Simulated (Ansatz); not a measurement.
**Kick test of a cell of Cd₅HgS₆**

The structure comes from a generated guess, relaxed at this level; another structure or a mixture of phases may lie lower.

Computed with DFT PBE, scalar-relativistic, plane waves, PAW in Ansatz 0.2.0. Settings: cutoff 420 eV, Γ-centred mesh 4×8×4 on the computed 12-atom cell, Gaussian smearing of 0.02 eV; no spin polarisation.

The cell below (12 atoms, space group P2 (No. 3)) is relaxed within its symmetry.

```cif
data_structure
_symmetry_space_group_name_H-M 'P 1'
_symmetry_Int_Tables_number 1
_cell_length_a 7.1334
_cell_length_b 4.0828
_cell_length_c 9.6090
_cell_angle_alpha 90.000
_cell_angle_beta 92.855
_cell_angle_gamma 90.000
_cell_volume 279.51
loop_
_atom_site_label
_atom_site_type_symbol
_atom_site_fract_x
_atom_site_fract_y
_atom_site_fract_z
_atom_site_occupancy
Cd1 Cd 0.00000 0.40578 0.50000 1
Cd2 Cd 0.28397 0.29026 0.16369 1
Cd3 Cd 0.78376 0.79204 0.16815 1
Cd4 Cd 0.21624 0.79204 0.83185 1
Cd5 Cd 0.71603 0.29026 0.83631 1
Hg1 Hg 0.50000 0.80342 0.50000 1
S1 S 0.00000 0.50954 0.00000 1
S2 S 0.50000 0.99532 0.00000 1
S3 S 0.25905 0.28570 0.67342 1
S4 S 0.76319 0.77496 0.66832 1
S5 S 0.23681 0.77496 0.33168 1
S6 S 0.74095 0.28570 0.32658 1
```

For the test it was strained at random (σ = 1.5 % a component), the atoms were moved at random (σ = 0.15 Å), and all was relaxed again on a coarse 4×2×2 mesh (in the run’s order of axes) with 0.10 eV smearing, with no symmetry imposed.

Spin–orbit coupling, which can matter for Hg, is left out.

Q: Is the structure stable against such a distortion?

A: It returns, within 1 meV/atom of the unmoved cell on that mesh and with the same symmetry when read at 0.1 Å (P1 at 0.01 Å, so small strains and shifts remain). No instability shows in this cell; modes of other wave vectors, which need another repeat, aren't tested.
